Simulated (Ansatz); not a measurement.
Starting cell, KCl (rock salt):

```
CELL_PARAMETERS angstrom
      0.00000     6.38117     6.38117
      3.19058     0.00000     3.19058
      3.19058     3.19058     0.00000
ATOMIC_POSITIONS crystal
  Cl 0.00000 0.00000 0.00000
  Cl 0.50000 0.00000 0.00000
  K  0.25000 0.50000 0.50000
  K  0.75000 0.50000 0.50000
```

The atoms are displaced by Q × the pattern below (from a DFPT mode at L = (0.5, 0.0, 0.0), largest move 1; Q in Å), at fixed cell. (q is in reciprocal vectors of the primitive cell; the cell shown is doubled to hold the pattern.)

```
atom       x       y       z
----  ------  ------  ------
Cl1   -0.577   0.577   0.577
Cl2    0.577  -0.577  -0.577
```

Atoms not listed stay in place.

Level of theory: PBE (plane waves to 420 eV, PAW, scalar-relativistic; Ansatz, a program for electronic structure). k mesh 9×9×9 (Γ-centred), Fermi-Dirac smearing 0.05 eV. E stands for the smeared free energy. KCl was relaxed with its symmetry unable to fall. ΔE is measured from the undisplaced structure.

```
Q (Å)    ΔE (meV/cell)
-------  -------------
-0.2800          209.9
-0.2333       withheld
-0.1867           93.2
-0.1400           52.4
-0.0933           23.3
-0.0467            5.8
0.0000             0.0
0.0467             5.8
0.0933            23.3
0.1400            52.4
0.1867            93.2
0.2333        withheld
0.2800           209.9
```

Question: Fit an even polynomial form (powers 2, 4) to the given rows and predict ΔE at Q = -0.2333.

Answer: Least squares on the 11 given rows: ΔE = (2672)·Q² + (69.35)·Q⁴, in meV/cell with Q in Å; root-mean-square residual 0.02 meV/cell. At -0.2333 the fit gives 145.6 meV/cell; the calculation gives 145.7 meV/cell, so the interpolation is off by -0.1 (-0.1 %). The quadratic term alone would give 145.4 meV/cell.

(A displaced cell: forces are minus the slopes of the energy, force constants its curvatures, and phonons follow from these.)
